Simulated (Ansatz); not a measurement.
## CsCl-type TmC

The computed numbers are results of PBEsol, scalar-relativistic (collinear spin) in the plane-wave PAW code Ansatz at 420 eV, Γ-centred 10×10×10 mesh, 0.05 eV Gaussian smearing; PAW files: Ansatz's generated set soft_2.

```cif
data_structure
_symmetry_space_group_name_H-M 'Pm-3m'
_symmetry_Int_Tables_number 221
_cell_length_a 2.9811
_cell_length_b 2.9811
_cell_length_c 2.9811
_cell_angle_alpha 90.000
_cell_angle_beta 90.000
_cell_angle_gamma 90.000
_cell_volume 26.49
loop_
_atom_site_label
_atom_site_type_symbol
_atom_site_symmetry_multiplicity
_atom_site_Wyckoff_symbol
_atom_site_fract_x
_atom_site_fract_y
_atom_site_fract_z
_atom_site_occupancy
Tm1 Tm 1 a 0.00000 0.00000 0.00000 1
C1 C 1 b 0.50000 0.50000 0.50000 1
```

The cell came from substitution into a structure type; whether the compound takes it is for experiment to say.

Magnetic state: ferromagnetic, site spin moments Tm 1.30 μB.

Task: Which orbitals carry the states at the Fermi level, and how many states are there?

Result: Within 0.1 eV of it: Tm 4f 87 %, C 2p 8 % (shares among the projected shells). The Fermi level sits on a steep edge: the density of states is 11.2, 13.5 and 6.1 states/eV per cell at −0.1, 0 and +0.1 eV.

Density of states (tetrahedra, averaged over 0.3 eV; states/eV per cell of 2 atoms; energy in eV from the Fermi level; projections on Löwdin-orthogonalised atomic orbitals, summed over sites):

```
    E  total  Tm 4f down  Tm 4f up  C 2p  Tm 5d up  Tm 5d down
-5.20    0.0         0.0       0.0   0.0       0.0         0.0
-4.90    0.1         0.0       0.0   0.0       0.0         0.0
-4.60    0.2         0.0       0.0   0.1       0.0         0.0
-4.30    0.3         0.0       0.0   0.1       0.1         0.0
-4.00    0.6         0.0       0.0   0.3       0.1         0.1
-3.70    0.9         0.0       0.0   0.4       0.2         0.1
-3.40    1.4         0.0       0.1   0.7       0.2         0.2
-3.10    2.0         0.1       0.1   1.1       0.3         0.3
-2.80    1.5         0.1       0.1   0.8       0.2         0.2
-2.50    1.2         0.1       0.2   0.6       0.1         0.1
-2.20    1.4         0.1       0.4   0.6       0.1         0.1
-1.90    1.8         0.1       0.7   0.7       0.1         0.1
-1.60    3.4         0.2       2.4   0.6       0.1         0.1
-1.30   12.2         0.3      11.1   0.5       0.1         0.1
-1.00    8.5         0.6       6.8   0.7       0.2         0.1
-0.70    3.6         1.7       0.6   0.9       0.2         0.1
-0.40    8.9         8.0       0.2   0.4       0.2         0.1
-0.10   10.5         9.5       0.1   0.5       0.1         0.2
 0.20    3.2         1.7       0.1   0.9       0.1         0.2
 0.50    1.9         0.3       0.1   1.1       0.1         0.1
 0.80    1.8         0.3       0.1   1.1       0.1         0.1
 1.10    0.9         0.1       0.0   0.6       0.1         0.1
 1.40    0.6         0.0       0.0   0.3       0.1         0.1
 1.70    0.6         0.0       0.0   0.2       0.2         0.2
 2.00    0.7         0.0       0.0   0.2       0.3         0.2
 2.30    0.9         0.0       0.0   0.1       0.4         0.3
 2.60    1.2         0.0       0.0   0.1       0.5         0.5
 2.90    0.8         0.0       0.0   0.1       0.3         0.4
 3.20    0.6         0.0       0.0   0.1       0.2         0.3
 3.50    0.5         0.0       0.0   0.1       0.2         0.2
 3.80    0.4         0.0       0.0   0.0       0.2         0.2
 4.10    0.4         0.0       0.0   0.0       0.1         0.2
 4.40    0.3         0.0       0.0   0.0       0.1         0.1
 4.70    0.3         0.0       0.0   0.0       0.1         0.1
 5.00    0.4         0.0       0.0   0.0       0.1         0.1
```

Without a U the open 4f shell is pinned at the Fermi level, an artefact: in the real crystal it splits into occupied and empty levels away from it, and its large orbital moment is missing here. For elements this heavy, spin–orbit coupling would shift levels and gaps; it isn't included here. The run wasn't fully tested for a lower electronic state. Site moments are of spin, integrated over atomic spheres. Only parallel moments were tried, so the real magnetic order may be another.

A lower state of the open shells can't be excluded, and forces and pressures are less sure for it.
